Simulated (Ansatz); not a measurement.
Put LiSi4 in Cmmm (No. 65): Li on 2b; Si on 4j and 4i. A trial structure of LiSi4 was built thus: 3-, 4-connected net of one element, guests in its cages (guest Li).

All numbers below come from Ansatz 0.2.0, DFT PBE, scalar-relativistic, plane waves, PAW. Cutoff 420 eV, Γ-centred mesh, Gaussian smearing, no spin polarisation.

Formation energies are uncorrected and refer to the elements' standard structures at the same level.

Q: Which cell and coordinates does it relax to?

A:

Space group Cmmm (No. 65). a = 3.824 Å, b = 12.776 Å, c = 3.807 Å, α = 90.00°, β = 90.00°, γ = 90.00°
| atom | site | symmetry | x | y | z |
| --- | --- | --- | --- | --- | --- |
| Li | 2b | mmm | 0.5000 | 0.0000 | 0.0000 |
| Si | 4j | m2m | 0.5000 | 0.4107 | 0.5000 |
| Si | 4i | m2m | 0.5000 | 0.3063 | 0.0000 |

Li is surrounded by 8 Si at 2.93 Å and 4 Si at 3.13 Å; around Si on its first site lie 3 Si at 2.28–2.32 Å and 4 Li at 2.93 Å; Si on its second site is surrounded by 4 Si at 2.32–2.39 Å and 2 Li at 3.13 Å. Another local minimum with the same sites may exist.

Q: Where does its energy lie, and is it a metal?

A: The formation energy is +0.12 eV/atom and the gap on the 10×10×10 mesh of the 5-atom cell is 0 eV (a metal). A positive value: parting into the elements would lower its energy.

The last run used Gaussian smearing of 0.10 eV. The cell is a metal run without spin; a magnetic state may lie lower. Symmetry constrained the relaxation, so the result can be a saddle point.
